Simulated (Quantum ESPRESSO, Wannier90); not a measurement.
InTe (rock salt), plane waves to Wannier functions

Cell from Materials Project (mp-2597), symmetrised, no further relaxation. COD (Crystallography Open Database) has an entry of this formula and space group (matched by these alone). Method: PBEsol plane waves in Quantum ESPRESSO 7.5 (PseudoDojo norm-conserving files, 66 Ry, no spin polarisation, no spin-orbit coupling), Bloch states on a 8×8×8 mesh through Γ, Wannier90 4.0.1. Density: 8×8×8 mesh, cold smearing 0.01 Ry. Spin-orbit coupling is left out although heavy elements are present.

The plane-wave run has 25 bands and 29 electrons a cell. On the energy scale of pw.x, whose zero is arbitrary, the Fermi level lies at 9.52 eV.

Input w.win, without the blocks of cell, atoms and k-points (512 lines):

```
num_bands = 14
num_wann = 8
exclude_bands = 1-10
num_iter = 800
conv_tol = 1.0e-6
conv_window = 4
dis_num_iter = 1000
dis_conv_tol = 1.0e-6
dis_froz_max = 11.02
write_hr = true
write_u_matrices = true
begin projections
In: s;p
Te: s;p
end projections
mp_grid = 8 8 8
```

### Question
This input has a fault. Which, and what does the program do?

### Answer
wannier90.x stops with:
```
w90_wannier90_readwrite_read: mismatch in w.eig
```
num_bands differs from the number of bands in the files, which is the number computed minus those excluded. Mended as below, all else unchanged, the run goes through (Ω_I = 13.3 Å²) and follows the plane-wave bands to 3.7 meV rms (states up to 1.0 eV relative to the Fermi level).
```
num_bands = 15
```
